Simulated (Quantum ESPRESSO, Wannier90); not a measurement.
**Wannierisation of ZrN (rock salt)**

```
CELL_PARAMETERS angstrom
      0.00000     2.29427     2.29427
      2.29427     0.00000     2.29427
      2.29427     2.29427     0.00000
ATOMIC_POSITIONS crystal
  Zr 0.50000 0.50000 0.50000
  N  0.00000 0.00000 0.00000
```

Structure: Materials Project mp-1352, symmetrised, not relaxed again. COD (Crystallography Open Database) has an entry of this formula and space group (matched by these alone). Computed values, not measurements, from PBEsol: Quantum ESPRESSO (norm-conserving PseudoDojo potentials, cutoff 68 Ry, spinors with spin-orbit coupling) on a Γ-centred 8×8×8 mesh, then Wannier90. Density: 12×12×12 mesh, cold smearing 0.01 Ry.

Energies are relative to the Fermi level.

**Bands.** No gap over 0.05 eV opens at the Fermi level at this level of theory. 4 filled groups are cut off by gaps; the highest, bands 9–10, spans -16.16 to -13.92 eV and is N 2s 70 %, Zr 4d 16 %, Zr 5s 9 %.

**Model.** 16 functions (Zr d, N p) from bands 11-44, frozen to 1.50 eV, reach Ω_I = 19.99 Å² and follow pw.x to 6.2 meV rms (states up to 1.0 eV relative to the Fermi level).

**Frozen window.** Edge, Ω_I and misfit go -1.5 eV, 17.99 Å², 375 meV; 0.5 eV, 19.24 Å², 48 meV; 1.0 eV, 19.47 Å², 21 meV; 1.5 eV, 19.99 Å², 6.2 meV. Ω_I never falls as the edge rises, since each frozen state takes freedom from the choice of the smoothest subspace. The edges under the compared range leave its upper states unfrozen, and their misfit is the largest.

**No window.** Without a frozen window Ω_I drops to 14.22 Å² while the misfit grows to 2227 meV: a small spread is no proof of good bands.

**Outer window.** The setting "only the lowest 18 of the kept bands" raises Ω_I to 21.77 Å², as fewer states are left to mix in, and the misfit goes to 3.2 meV.

**Stops.** With the frozen window to 3.82 eV the program stops (More states in the frozen window than target WFs). With the outer window to 6.76 eV the program stops (Energy window contains fewer states than number of target WFs).
